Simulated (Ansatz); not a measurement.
The relaxed structure here is a generated cell of Si2Mo: the first start was made by a random draw of sites in a space group, and the end was not matched to a known phase here, so it may be hypothetical. Known forms of Si2Mo include space group No. 139.

The end point of a relaxation of Si₂Mo. Level of theory: r2SCAN (plane waves to 500 eV, PAW, scalar-relativistic; Ansatz, a first-principles code).

```cif
data_Mo3Si6
_chemical_formula_sum 'Mo3 Si6'
_space_group_name_H-M_alt 'P 1'
_space_group_IT_number 1
_cell_length_a 5.23802
_cell_length_b 5.23802
_cell_length_c 7.45896
_cell_angle_alpha 90.000
_cell_angle_beta 90.000
_cell_angle_gamma 120.000
loop_
_space_group_symop_operation_xyz
  'x, y, z'
loop_
_atom_site_label
_atom_site_type_symbol
_atom_site_fract_x
_atom_site_fract_y
_atom_site_fract_z
_atom_site_occupancy
Mo1 Mo 0.00000 0.00000 0.50000 1
Mo2 Mo 0.33333 0.66667 0.24370 1
Mo3 Mo 0.66667 0.33333 0.75630 1
Si1 Si 0.50000 0.00000 0.50000 1
Si2 Si 0.00000 0.50000 0.50000 1
Si3 Si 0.50000 0.50000 0.50000 1
Si4 Si 0.50000 0.00000 0.00000 1
Si5 Si 0.00000 0.50000 0.00000 1
Si6 Si 0.50000 0.50000 0.00000 1
```

### Question
Determine the symmetry and give the standard cell with its independent sites.

### Answer
Space group P-3m1 (No. 164); a = b = 5.238 Å, c = 7.459 Å, α = β = 90.00°, γ = 120.00°

```
atom  site  symmetry       x       y       z
----  ----  --------  ------  ------  ------
Mo      1b      -3m.  0.0000  0.0000  0.5000
Mo      2d       3m.  0.3333  0.6667  0.2437
Si      3f     .2/m.  0.5000  0.5000  0.5000
Si      3e     .2/m.  0.0000  0.5000  0.0000
```

### Question
Give the shortest distances between elements (the closest pairs, up to four, under 3.6 Å).

### Answer
Mo–Si 2.36 Å; Si–Si 2.62 Å; Mo–Mo 3.58 Å.

| Property | Result |
|---|---|
| Volume per atom | 19.69 Å³ |
| Band gap | no gap (metallic) |

No spin polarisation in the result.

The run could not lose the symmetry of its start, so the end can be a saddle point.
